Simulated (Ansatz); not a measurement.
AgBr (rock salt)

Space group Fm-3m (No. 225); a = 5.841 Å, b = 5.841 Å, c = 5.841 Å, α = 90.00°, β = 90.00°, γ = 90.00°

```json
[
 {"atom": "Br", "site": "4a", "symmetry": "m-3m", "x": "0.0000", "y": "0.0000", "z": "0.0000"},
 {"atom": "Ag", "site": "4b", "symmetry": "m-3m", "x": "0.5000", "y": "0.5000", "z": "0.5000"}
]
```
(The calculation used a cell of 2 atoms; values per cell refer to that cell.)

Two coordinates are scanned: the volume, and the ratio of the stretch along z (the conventional c axis) to the stretch across it. Atoms keep their fractional coordinates.

These are PBE (plane waves to 420 eV, PAW, scalar-relativistic; Ansatz, a first-principles code) values and carry that method's errors. k mesh 10×10×10 (Γ-centred), Fermi-Dirac smearing 0.05 eV. Energies are smeared free energies. Stress and pressure are positive under compression. AgBr was relaxed with its symmetry unable to fall. The zero of ΔE is the relaxed starting cell.

ΔE (eV/atom), with V/V₀ across and (c/a)/(c/a)₀ down:

```tsv
(c/a)/(c/a)₀ \ V/V₀	0.920	0.947	0.973	1.000	1.027	1.053	1.080
0.960	0.0269	0.0128	0.0048	0.0019	0.0034	0.0085	0.0167
0.973	0.0247	0.0110	0.0034	0.0008	0.0026	0.0080	0.0165
0.987	0.0234	0.0100	0.0025	0.0002	0.0022	0.0077	0.0164
1.000	0.0230	0.0096	0.0023	0.0000	0.0020	0.0077	0.0164
1.013	0.0234	0.0100	0.0025	0.0002	0.0022	0.0077	0.0164
1.027	0.0246	0.0109	0.0033	0.0007	0.0025	0.0080	0.0165
1.040	0.0265	0.0124	0.0045	0.0016	0.0032	0.0084	0.0167
```

σzz − σxx (GPa), with V/V₀ across and (c/a)/(c/a)₀ down:

```tsv
(c/a)/(c/a)₀ \ V/V₀	0.920	0.947	0.973	1.000	1.027	1.053	1.080
0.960	2.05	1.62	1.24	0.92	0.64	0.40	0.19
0.973	1.33	1.05	0.80	0.59	0.41	0.25	0.11
0.987	0.65	0.51	0.39	0.29	0.20	0.12	0.05
1.000	0.00	0.00	0.00	0.00	0.00	0.00	0.00
1.013	-0.63	-0.49	-0.38	-0.27	-0.19	-0.11	-0.05
1.027	-1.25	-0.98	-0.74	-0.54	-0.37	-0.22	-0.09
1.040	-1.85	-1.45	-1.11	-0.81	-0.55	-0.33	-0.14
```

What the scan shows:

- Shear modulus C′ = (C11 − C12)/2 (fit, atoms clamped) = 10.5 GPa
- Lowest place on the grid = V/V₀ = 1.000, (c/a)/(c/a)₀ = 1.000 (0.0 meV/atom)
- Highest place on the grid = V/V₀ = 0.920, (c/a)/(c/a)₀ = 0.960 (26.9 meV/atom)

(Under strain, the slope of the energy per volume gives the stress and its curvature an elastic modulus.)
